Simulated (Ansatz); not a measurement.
Sb:
```xyz
2
Lattice="3.3159 0.0000 0.0000 -1.6579 2.8716 0.0000 0.0000 0.0000 5.4848" Properties=species:S:1:pos:R:3 pbc="T T T"
Sb     0.0000     1.9144     1.3712
Sb     1.6579     0.9572     4.1136
```

Relaxed with PBEsol. Special points in fractions of this cell's reciprocal vectors: Γ (0.000, 0.000, 0.000); M (0.500, 0.000, 0.000); K (0.333, 0.333, 0.000); A (0.000, 0.000, 0.500); L (0.500, 0.000, 0.500); H (0.333, 0.333, 0.500).

Question: List the band energies nearest the Fermi level at these points for the program Ansatz at the PBEsol level (PAW).

Answer: In eV from the Fermi level; about four levels below and three above (degenerate sets whole), none deeper than 8.9 eV; … stands for higher levels left out; points with the same levels are listed once.

```tsv
k	below	above
Γ	-6.08	3.82 3.82 5.38
M	-4.52 -3.30 -2.38 -0.23	0.44 3.72 4.54
K	-2.34 -2.34 -1.23 -0.82 -0.82	3.45 12.91 …
A	-1.02 -1.02	4.63 4.63 4.63 4.63
L	-8.57 -8.57 -5.55 -5.55	1.68 1.68 1.74 1.74
H	-4.42 -4.42 -3.41 -3.41	2.96 2.96 7.53 7.53
```

Space group P6_3/mmc (hcp (Mg type)). The workflow started from an entry of the Crystallography Open Database (COD), which files this formula under 5 space groups. It is not the phase usual at ambient conditions (space group No. 166). The cell was relaxed with PBEsol under the symmetry of its start; its stability against distortions is not shown here. Spin–orbit coupling is left out wherever it is not named.

Potentials: the later of the program's two PAW sets.
